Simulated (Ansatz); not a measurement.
Be3N2:
Space group R3m, hexagonal axes (No. 160); a = b = 2.8349 Å, c = 14.5847 Å, α = β = 90.00°, γ = 120.00°

| atom | site | symmetry | x | y | z |
|---|---|---|---|---|---|
| Be | 3a | 3m | 0.0000 | 0.0000 | 0.8591 |
| Be | 3a | 3m | 0.0000 | 0.0000 | 0.3176 |
| Be | 3a | 3m | 0.0000 | 0.0000 | 0.0888 |
| N | 3a | 3m | 0.0000 | 0.0000 | 0.2041 |
| N | 3a | 3m | 0.0000 | 0.0000 | 0.7084 |
(The calculation used a cell of 5 atoms; values per cell refer to that cell.)

Relaxed at zero pressure with plane-wave PAW r²SCAN (Ansatz code).

**Question.** The volume is lowered by 3 % and shape and atoms relax at that volume. What pressure results, and how do the axes share the change?

**Answer.** 7.1 GPa; a -0.9 %, b -0.9 %, c -1.2 %; the energy rises by 4 meV/atom.

**Question.** Give the new structure.

**Answer.** 
Space group R3m, hexagonal axes (No. 160); a = b = 2.8086 Å, c = 14.4127 Å, α = β = 90.00°, γ = 120.00°

| atom | site | symmetry | x | y | z |
|---|---|---|---|---|---|
| Be | 3a | 3m | 0.0000 | 0.0000 | 0.8587 |
| Be | 3a | 3m | 0.0000 | 0.0000 | 0.3178 |
| Be | 3a | 3m | 0.0000 | 0.0000 | 0.0888 |
| N | 3a | 3m | 0.0000 | 0.0000 | 0.2043 |
| N | 3a | 3m | 0.0000 | 0.0000 | 0.7085 |

The phase is kept; no other phase was compared at this pressure.

The workflow started from a Materials Project entry (that database holds measured and hypothetical structures alike); the Crystallography Open Database copy checked does not list it. COD files the formula under space group No. 206. Its standing as an ambient phase is unchecked. The cell was relaxed with r²SCAN under the symmetry of its start; whether a distortion lowers the energy is not shown.

Potentials: the later of the program's two PAW sets.
